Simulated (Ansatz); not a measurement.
P$_{2}$W in space group Cmc2_1 (No. 36; P on 4a, P on 4a, W on 4a), LDA (plane waves, PAW; program Ansatz), all energies at zero smearing, with the estimated change up to a 700 eV cutoff added, with one set of potentials and settings (totals compare only within such a set). Cell of 6 atoms (4 P, 2 W): -23166.602 eV.

```json
[
 {"element": "P", "reference phase": "Cmce, 4 atoms in the cell", "E (eV/atom)": "-725.9596"},
 {"element": "W", "reference phase": "Im-3m, 1 atoms in the cell", "E (eV/atom)": "-10129.8416"}
]
```

Formation energy per atom, worked out: (-23166.602 − 4×(-725.9596) − 2×(-10129.8416))/6 = -0.513 eV/atom (-50 kJ per mol of atoms), at 0 K, without zero-point energy or fitted corrections.

The first step of the workflow began from a Materials Project structure, measured or hypothetical; the Crystallography Open Database files this formula in space group No. 36, but the cells were not matched. Whether it is the stable phase at ambient conditions was not checked. Symmetry was held in the LDA relaxation; its stability against distortions is not shown here. The run is not spin-polarised. The references are the lowest solids computed at this level, not always the standard phases. Scalar-relativistic: spin–orbit coupling is off unless named, which matters more the heavier the elements.

Potentials: the later of the program's two PAW sets.
